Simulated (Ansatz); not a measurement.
**Structure relaxation, TiTe$_{2}$**

The start is a relaxed TiTe2 cell, doubled along one cell vector, shaken by Gaussian noise of σ = 0.08 Å a coordinate. The structure is fully relaxed (lattice and positions, P = 0) with r2SCAN (plane waves to 500 eV, PAW, scalar-relativistic; Ansatz, an electronic-structure program). First-step values are on the input's coarse k-mesh.

Ansatz input (later rounds restart from its end on a renewed k-mesh):
Ansatz 0.2 input:
```yaml
crystal:
  lattice:
    - [0, 3.440501779, 3.440501779]
    - [3.440501779, 0, 3.440501779]
    - [6.881003558, 6.881003558, 0]
  atoms:
    - { symbol: Ti, position: [-0.016089275, 0.0080604098, 0.0018793822] }
    - { symbol: Ti, position: [-0.0020464209, -0.011686558, 0.511194172] }
    - { symbol: Te, position: [0.2144387956, 0.2975885051, 0.127773866] }
    - { symbol: Te, position: [0.2720717392, 0.2717291974, 0.5989041524] }
    - { symbol: Te, position: [0.7737501073, 0.7326368349, 0.3703416142] }
    - { symbol: Te, position: [0.7443961065, 0.7613312002, 0.8705709885] }
basis: { ecutwfc: 500, ecutrho_ratio: 4, xc_grid: 4, fft_grid_basis: typed }
kpoints: { mp_grid: { grid: [6, 6, 3] } }
hamiltonian:
  xc: r2scan
  dispersion: none
  pseudopotentials: { kind: paw }
scf: { occupations: { method: fermi_dirac, width: 0.05 } }
relax: { f_tol: 0.01, max_steps: 100, cell: { stress_tol: 0.02 } }
output: { forces: true, stress: true }
```

- Largest initial force: about 0.8 eV/Å, on Te3 (atoms numbered as listed)
- Energy released: 0.25 eV/atom
- Relative to the parent: It does not go back: it reaches C2/c (No. 15), 0.22 eV/atom below the parent
- Shortest distances (start → end): The closest pairs of elements (up to four, under 3.6 Å), start → end: Te–Ti 2.82 → 2.75 Å; Te–Te 3.17 → 3.40 Å
- Band gap at the end: no gap on the sampled points, where the bands overlap only slightly; such a result is sensitive to mesh and level
- Optimiser moves: 41

Relaxed structure:

Space group C2/c (No. 15); a = 7.0905 Å, b = 6.9556 Å, c = 7.5605 Å, α = γ = 90.00°, β = 107.29°

| atom | site | symmetry | x | y | z |
|---|---|---|---|---|---|
| Ti | 4e | 2 | 0.0000 | 0.6615 | 0.2500 |
| Te | 8f | 1 | 0.2507 | 0.4729 | 0.0922 |
(The calculation used a cell of 6 atoms; values per cell refer to that cell.)

Final values are on a 10×10×7 k-mesh of the relaxed cell. No spin polarisation in the result. Without spin-orbit coupling the bands of the heavy element are not split, so the gap can be far off.

The relaxed structure here is a generated cell of TiTe2: the first start was made by placing the elements on the sites of a structure type, and the end was not matched to a known phase here, so it may be hypothetical. Known forms of TiTe2 include space group No. 164.
